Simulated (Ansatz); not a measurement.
NbSi (CsCl type, Pm-3m) under volume change, the program Ansatz at the r²SCAN level (PAW), scaled uniformly.

```json
[
 {"V (Å³/atom)": "14.143", "E − E(relaxed) (meV/atom)": "81.6", "P (GPa)": "20.25"},
 {"V (Å³/atom)": "14.609", "E − E(relaxed) (meV/atom)": "34.4", "P (GPa)": "12.42"},
 {"V (Å³/atom)": "15.075", "E − E(relaxed) (meV/atom)": "8.2", "P (GPa)": "5.77"},
 {"V (Å³/atom)": "15.541", "E − E(relaxed) (meV/atom)": "0.0", "P (GPa)": "0.00"},
 {"V (Å³/atom)": "16.008", "E − E(relaxed) (meV/atom)": "7.4", "P (GPa)": "-4.97"},
 {"V (Å³/atom)": "16.474", "E − E(relaxed) (meV/atom)": "28.2", "P (GPa)": "-9.22"},
 {"V (Å³/atom)": "16.940", "E − E(relaxed) (meV/atom)": "60.4", "P (GPa)": "-12.81"}
]
```

Task: What does a third-order Birch–Murnaghan fit give for V₀, B₀ and B′?

Result: V₀ = 15.54 Å³/atom, B₀ = 177 GPa, B′ = 4.1.

A made-up cell: these elements were put on the sites of a structure type; neither database checked (COD, Materials Project) lists it. Whether it is the stable phase at ambient conditions was not checked. Symmetry was held in the r²SCAN relaxation. At this level the phase is mechanically unstable. The run is not spin-polarised.

Potentials: the later of the program's two PAW sets.
